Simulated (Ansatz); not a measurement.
## Cd$_{2}$HgO$_{3}$ (C2/c) at 3 levels of theory

One geometry, relaxed with PBE; plane waves with PAW potentials in Ansatz, scalar-relativistic. No spin polarisation. Gaps are the least over mesh and band path; pressure is positive in compression.

```xyz
12
Lattice="7.8230 -1.6851 0.0000 7.8230 1.6851 0.0000 -1.4401 0.0000 6.5560" Properties=species:S:1:pos:R:3 pbc="T T T"
Cd   12.0142    0.0111    4.3570
Cd   12.7343   -0.0111    1.0790
Cd    2.1916   -0.0111    2.1990
Cd    1.4716    0.0111    5.4770
Hg    7.1029    0.0000    3.2780
Hg    7.8230    0.0000    0.0000
O     7.4629    1.2953    1.6390
O     6.7429   -1.2953    4.9170
O     9.6916   -0.0043    3.8463
O    10.4117    0.0043    0.5683
O     4.5142    0.0043    2.7097
O     3.7941   -0.0043    5.9877
```

```
 level  cutoff (eV)   k mesh  gap (eV)  pressure (GPa)
   PBE          420  12×12×6      0.29             0.0
r2SCAN          500  12×12×6      0.47            -4.9
PBEsol          420  12×12×6      0.26            -6.1
```

Spin-orbit coupling matters for the bands of heavy elements and is left out.

The structure comes from a generated guess; another structure or a mixture of phases may lie lower.
